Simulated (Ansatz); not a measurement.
MnRu (P-6m2); collinear moments without spin–orbit coupling.

```xyz
2
Lattice="2.6252 0.0000 0.0000 -1.3126 2.2735 0.0000 0.0000 0.0000 4.0655" Properties=species:S:1:pos:R:3 pbc="T T T"
Mn    1.3126    0.7578    2.0328
Ru    0.0000    1.5157    0.0000
```

The geometry is a structure from the Materials Project, held fixed and not relaxed.

Functional, mesh and filling: LDA, 9×9×5 k mesh, Fermi–Dirac smearing of 0.05 eV. PAW means Ansatz 0.2.0 on its default frozen-core files. Site moments are integrated in spheres about the atoms. Start moments (μB): Mn1 4, Ru2 1.5.

The self-consistent cycle went as follows.

| iteration | Harris–Foulkes energy less the last (meV) | density residual (eV) | M (μB) | ∫|m| (μB) |
| --- | --- | --- | --- | --- |
| 1 | -1049.011 | 2.9e+01 | 2.1950 | 2.2314 |
| 2 | 99.000 | 6.3e+00 | 2.0293 | 2.0612 |
| 3 | 586.112 | 8.9e-01 | 1.8978 | 2.0513 |
| 4 | 490.243 | 3.5e-02 | 1.6975 | 1.9052 |
| 5 | 366.079 | 1.6e-03 | 1.5008 | 1.7650 |
| 6 | 280.309 | 1.5e-03 | 1.3699 | 1.6515 |
| 7 | 221.083 | 4.3e-04 | 1.2590 | 1.5552 |
| 8 | 177.744 | 2.2e-03 | 1.1194 | 1.4411 |
| 9 | 142.770 | 2.2e-03 | 0.9998 | 1.3403 |
| 10 | 112.703 | 1.7e-02 | 0.8860 | 1.2362 |
| 11 | -166.087 | 3.9e+00 | 0.6708 | 1.0192 |
| 12 | 73.804 | 8.5e-04 | 0.7483 | 1.0765 |
| 13 | 17.311 | 2.0e-02 | 0.5970 | 0.8116 |
| 14 | 4.341 | 2.9e-03 | 0.2526 | 0.3783 |
| 15 | 1.383 | 9.0e-04 | 0.3486 | 0.4209 |
| 16 | 0.857 | 1.7e-04 | 0.3540 | 0.3896 |
| 17 | 0.380 | 1.9e-05 | 0.3167 | 0.3404 |
| 18 | 0.191 | 1.0e-05 | 0.2922 | 0.3111 |
| 19 | -0.001 | 2.8e-06 | 0.2207 | 0.2307 |
| 20 | 0.001 | 4.7e-06 | 0.2271 | 0.2380 |
| 21 | -0.006 | 1.1e-04 | 0.2162 | 0.2261 |
| 22 | 0.000 | 2.0e-08 | 0.2195 | 0.2296 |
| 23 | 0.000 | 2.1e-09 | 0.2182 | 0.2282 |
| 24 | 0.000 | 6.4e-10 | 0.2187 | 0.2288 |
| 25 | 0.000 | 1.4e-10 | 0.2189 | 0.2290 |

Site moments (μB): Mn1 0.21, Ru2 0.00. Cell moment 0.22 μB.

The PAW files were made with PBE; the program remakes their cores once for the run's functional and then keeps them frozen. The Ansatz runs typed with the search for lower states off end where their start leads. None of this fixes the real material's magnetic order: only patterns that fit the cell were computed, at zero temperature, with a functional that can overstate moments.
